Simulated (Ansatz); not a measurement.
Input:

In7Cu10:
```
In7Cu10
1.0
    6.90495     5.92226     0.00000
   -6.90495     5.92226     0.00000
   -0.12104     0.00000     6.69130
In Cu
14 20
Cartesian
 -2.19528   8.58403   2.58257
  2.07424   3.26048   4.10872
  2.07424   8.58403   4.10872
 -2.19528   3.26048   2.58257
  0.45029   5.92226   1.88621
 -0.57133   5.92226   4.80509
  0.92034   2.67378   1.31403
 -1.04138   9.17073   5.37726
 -1.04138   2.67378   5.37726
  0.92034   9.17073   1.31403
 -3.63944   5.92226   0.44391
  3.51840   5.92226   6.24739
 -4.66893   5.92226   3.34156
  4.54789   5.92226   3.34974
  1.37605  10.53979   5.66717
 -1.49709   1.30472   1.02413
 -1.49709  10.53979   1.02413
  1.37605   1.30472   5.66717
  1.19881   4.58625   6.28293
 -1.31985   7.25826   0.40837
 -1.31985   4.58625   0.40837
  1.19881   7.25826   6.28293
 -0.06052  10.52918   3.34565
 -0.06052   1.31533   3.34565
  2.78971   4.57818   1.83806
 -2.91075   7.26633   4.85324
 -2.91075   4.57818   4.85324
  2.78971   7.26633   1.83806
  6.12948   5.92226   5.57621
 -6.25052   5.92226   1.11509
  3.45247   2.96113   0.00000
 -3.45247   2.96113   0.00000
  1.97955   5.92226   4.06156
 -2.10059   5.92226   2.62974
```

This is the r²SCAN-relaxed structure.

**Question.** All from DFT-r²SCAN in the program Ansatz with PAW potentials, unless another level is named. Predict the formation energy from the elements (no fitted shifts).

**Answer.** -0.050 eV/atom.

**Question.** And the density of states at the Fermi level?

**Answer.** 0.22 states/eV per atom (mean over ±0.08 eV).

Space group C2/m. The first step of the workflow began from a Materials Project structure, measured or hypothetical; the Crystallography Open Database copy checked does not list it. Its standing as an ambient phase is unchecked. The cell was relaxed with r²SCAN under the symmetry of its start; whether a distortion lowers the energy is not shown. No spin polarisation was allowed. The references are the lowest solids computed at this level, not always the standard phases. Spin–orbit coupling is left out wherever it is not named.

Potentials: the later of the program's two PAW sets.
